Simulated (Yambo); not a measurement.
SrO (rock salt, space group Fm-3m, No. 225); a = b = c = 3.620 Å, α = β = γ = 60.00°. With the G0W0 scissor the direct gap on the mesh is 5.21 eV.

Question: Does this run resolve the lowest exciton, and if so, what are its energy and binding? (Yambo, PBEsol bands; 10×10×10 mesh, 3 valence and 4 conduction bands, static screening with 18 bands and a 4 Ry block, scissor 1.94 eV, Tamm-Dancoff.)

Answer: No. The lowest state covers only about 9 of the 1000 k points, so the mesh doesn't resolve it: its energy and its distance from the direct gap are mesh artefacts. An extended exciton needs a far denser mesh. The scissor comes from a G0W0 run whose convergence isn't established. 

Geometry relaxed with PBEsol.
